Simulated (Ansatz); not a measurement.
Consider the following.

MnAlGe:
```yaml
crystal:
  lattice:
    - [3.85929, 0.00000, 0.00000]
    - [0.00000, 3.85929, 0.00000]
    - [0.00000, 0.00000, 5.97411]
  atoms:
    - { symbol: Mn, position: [0.00000, 0.00000, 0.00000] }
    - { symbol: Mn, position: [0.50000, 0.50000, 0.00000] }
    - { symbol: Al, position: [0.50000, 0.00000, 0.70039] }
    - { symbol: Al, position: [0.00000, 0.50000, 0.29961] }
    - { symbol: Ge, position: [0.50000, 0.00000, 0.28196] }
    - { symbol: Ge, position: [0.00000, 0.50000, 0.71804] }
```
The run is spin-polarised.

This is the r²SCAN-relaxed structure.

### Question
All from DFT-r²SCAN in the program Ansatz with PAW potentials, unless another level is named. Estimate the magnetic order.

### Answer
ferromagnetic.

### Question
Next, the Bader charges?

### Answer
Mn -0.04, Al +1.53, Ge -1.50 e.

Space group P4/nmm. The workflow started from an entry of the Crystallography Open Database (COD). Whether it is the stable phase at ambient conditions was not checked. Symmetry was held in the r²SCAN relaxation; its stability against distortions is not shown here. Spin order of the final state: ferromagnetic, chosen from 2 collinear starts compared on coarse meshes (ties went to the first, and starts can fall back to one state), not a proven ground state. Other orbital occupations within this spin state were not tried.

Potentials: the later of the program's two PAW sets.
